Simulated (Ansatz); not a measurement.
AlN (NiAs type, P6_3/mmc), the program Ansatz at the r²SCAN level (PAW). The conduction-band minimum lies on the L–M line, 37 % of the way from L, with 6 equivalent valleys. Second derivatives d²E/dk² of the lowest band at one valley (eV·Å²), along Cartesian directions:

```csv
direction,d²E/dk²
[100],15.80
[010],10.05
[001],26.36
[110],12.93
[101],21.08
[011],18.21
```

Task: Find the principal effective masses, the density-of-states mass and the conductivity mass.

Result: Off-diagonal terms follow from H_xy = H[110] − (H_xx + H_yy)/2, and m*/mₑ = 7.620 eV·Å² over each eigenvalue: 0.29, 0.48, 0.76. One valley's DOS mass (m₁m₂m₃)^(1/3) = 0.47, conductivity mass 3/(Σ 1/mᵢ) = 0.44 mₑ.

Task: What effective density of states Nc follows at 300 K for parabolic valleys?

Result: Nc = 2.509e19 × 6 × (0.47)^(3/2) ≈ 4.9e19 cm⁻³.

A made-up cell: these elements were put on the sites of a structure type; the Crystallography Open Database copy checked does not list it. It is not the phase usual at ambient conditions (space group No. 186, 216). The cell was relaxed with r²SCAN under the symmetry of its start; whether a distortion lowers the energy is not shown.

Potentials: the later of the program's two PAW sets.

Edges and masses are those of Kohn–Sham bands, whose gap is no quasiparticle gap.
